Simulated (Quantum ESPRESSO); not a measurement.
pw.x input (Quantum ESPRESSO 7.5; PBEsol, PseudoDojo standard norm-conserving files, scalar-relativistic):

```
&CONTROL
  calculation = 'scf'
  pseudo_dir = './pseudo'
  outdir = './out'
  tprnfor = .true.
  tstress = .true.
/
&SYSTEM
  ibrav = 0
  nat = 8
  ntyp = 3
  ecutwfc = 84.0
  ecutrho = 336.0
  occupations = 'smearing'
  smearing = 'fd'
  degauss = 0.002
  nbnd = 34
/
&ELECTRONS
  conv_thr = 8e-10
/
ATOMIC_SPECIES
Li 6.9400 Li.upf
F 18.9984 F.upf
Ta 180.9479 Ta.upf
CELL_PARAMETERS angstrom
  2.584670052000   1.492259950000   4.526000000000
 -2.584670052000   1.492259950000   4.526000000000
  0.000000000000  -2.984519900000   4.526000000000
ATOMIC_POSITIONS crystal
Li   0.500000000000   0.500000000000   0.500000000000
F   0.139030000000   0.754613000000   0.350330000000
F   0.860970000000   0.245387000000   0.649670000000
F   0.754613000000   0.350330000000   0.139030000000
F   0.245387000000   0.649670000000   0.860970000000
F   0.350330000000   0.139030000000   0.754613000000
F   0.649670000000   0.860970000000   0.245387000000
Ta   0.000000000000   0.000000000000   0.000000000000
K_POINTS automatic
6 6 6 0 0 0
```

End of the output:

```

[...]
     the Fermi energy is     2.2302 ev
!    total energy              =    -440.07189322 Ry
     estimated scf accuracy    <          2.9E-10 Ry
     smearing contrib. (-TS)   =       0.00000000 Ry
     internal energy E=F+TS    =    -440.07189322 Ry
     The total energy is F=E-TS. E is the sum of the following terms:
     one-electron contribution =    -232.23932202 Ry
     hartree contribution      =     140.16626422 Ry
     xc contribution           =     -97.59301707 Ry
     ewald contribution        =    -250.40581835 Ry
     convergence has been achieved in  10 iterations
     Forces acting on atoms (cartesian axes, Ry/au):
     atom    1 type  1   force =    -0.00000000    0.00000000    0.00000000
     atom    2 type  2   force =    -0.00839753    0.00927298   -0.00878465
     atom    3 type  2   force =     0.00839753   -0.00927298    0.00878465
     atom    4 type  2   force =     0.01222940    0.00263598   -0.00878465
     atom    5 type  2   force =    -0.01222940   -0.00263598    0.00878465
     atom    6 type  2   force =    -0.00383188   -0.01190896   -0.00878465
     atom    7 type  2   force =     0.00383188    0.01190896    0.00878465
     atom    8 type  3   force =     0.00000000   -0.00000000   -0.00000000
     Total force =     0.037444     Total SCF correction =     0.000053
     Computing stress (Cartesian axis) and pressure
          total   stress  (Ry/bohr**3)                   (kbar)     P=       -9.35
  -0.00006435  -0.00000000   0.00000000           -9.47       -0.00        0.00
   0.00000000  -0.00006435   0.00000000            0.00       -9.47        0.00
  -0.00000000   0.00000000  -0.00006208           -0.00        0.00       -9.13
```
In a gapped system the printed Fermi energy is only some level inside the gap.

Spin-orbit coupling is not included.

Geometry of the Materials Project entry, not relaxed at this level.
